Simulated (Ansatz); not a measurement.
The relaxed structure here is a generated cell of AlNi: the first start was made by a random draw of sites in a space group, and the end was not matched to a known phase here, so it may be hypothetical. Known forms of AlNi include space group No. 221.

One starting cell of AlNi (a randomly generated symmetric cell of AlNi (space group No. 69)) was relaxed twice with Ansatz (plane waves, PAW, scalar-relativistic): with PBEsol at 420 eV and with PBE at 420 eV. The PBEsol result:

```cif
data_AlNi
_chemical_formula_sum 'Al1 Ni1'
_space_group_name_H-M_alt 'P 1'
_space_group_IT_number 1
_cell_length_a 3.39436
_cell_length_b 3.39436
_cell_length_c 3.39436
_cell_angle_alpha 60.000
_cell_angle_beta 60.000
_cell_angle_gamma 60.000
loop_
_space_group_symop_operation_xyz
  'x, y, z'
loop_
_atom_site_label
_atom_site_type_symbol
_atom_site_fract_x
_atom_site_fract_y
_atom_site_fract_z
_atom_site_occupancy
Al1 Al 0.50000 0.50000 0.50000 1
Ni1 Ni 0.00000 0.00000 0.00000 1
```

```json
[
 {"quantity": "space group", "PBEsol": "Fm-3m", "PBE": "Fm-3m"},
 {"quantity": "volume (Å³/atom)", "PBEsol": "13.83", "PBE": "?"},
 {"quantity": "a (Å)", "PBEsol": "4.800", "PBE": "?"},
 {"quantity": "gap (eV, no spin-orbit coupling)", "PBEsol": "0.00", "PBE": "?"}
]
```

Problem. What does PBE give for the same quantities?

Solution. 
- volume (Å³/atom), PBE: 14.33
- a (Å), PBE: 4.858
- gap (eV, no spin-orbit coupling), PBE: 0.00

Both levels end in the same structure; PBE's volume is 3.6 % larger. Neither column is exact.

No spin polarisation in the result. A magnetic state may lie lower.

The run could not lose the symmetry of its start, so the end can be a saddle point.

All atoms sit on sites fixed by symmetry, so only the cell could relax.

Ansatz is a quantum-chemistry and plane-wave program.
